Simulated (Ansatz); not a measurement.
This guess for MgZnO4 is about to be relaxed.

```cif
data_structure
_symmetry_space_group_name_H-M 'Cmmm'
_symmetry_Int_Tables_number 65
_cell_length_a 6.6572
_cell_length_b 6.7918
_cell_length_c 3.1442
_cell_angle_alpha 90.000
_cell_angle_beta 90.000
_cell_angle_gamma 90.000
_cell_volume 142.17
loop_
_atom_site_label
_atom_site_type_symbol
_atom_site_symmetry_multiplicity
_atom_site_Wyckoff_symbol
_atom_site_fract_x
_atom_site_fract_y
_atom_site_fract_z
_atom_site_occupancy
Mg1 Mg 2 c 0.50000 0.00000 0.50000 1
Zn1 Zn 2 a 0.00000 0.00000 0.00000 1
O1 O 4 i 0.50000 0.19360 0.00000 1
O2 O 4 h 0.19810 0.00000 0.50000 1
```

All numbers below come from DFT PBE, scalar-relativistic, plane waves, PAW in Ansatz. Cutoff 420 eV, Gaussian smearing, Γ-centred meshes. Cell and atoms relax first on a coarse mesh and then on a finer one. In between, the cell is made exact in the group found at 0.06 Å. In metals the finer mesh still leaves noise of several meV/atom or more. The steps can't lower the symmetry of their start. Collinear spin is switched on along the way, since trial moments persisted in a coarse test.

A guess keeps its type if space group and coordination stay and the shape of the cell changes little (axis ratios within about 15 %, angles within 6°); the volume may change.

Question: Will the relaxed cell still be of the starting type?

Answer: It keeps its type. The symmetry stays Cmmm (No. 65). The volume per atom shrinks by 1.0 %, from 11.8 to 11.7 Å³. The shortest distance goes from 2.01 Å (Mg–O) to 1.92 Å (Zn–O). Counting neighbours within 15 % of an atom's shortest distance, the start has Mg 6, O 3, Zn 6 and the end Mg 6, O 3, Zn 6.

The last run used collinear spin, an 8×8×12 mesh (in the run's order of axes) for its 6-atom cell and Gaussian smearing of 0.10 eV. Another magnetic order may lie lower. A structure relaxed within its symmetry needn't be a true minimum. Another cell of MgZnO4 relaxed alike but without spin, in P4/mmm, lies 131 meV/atom lower, so this cell isn't the stable form at this level.
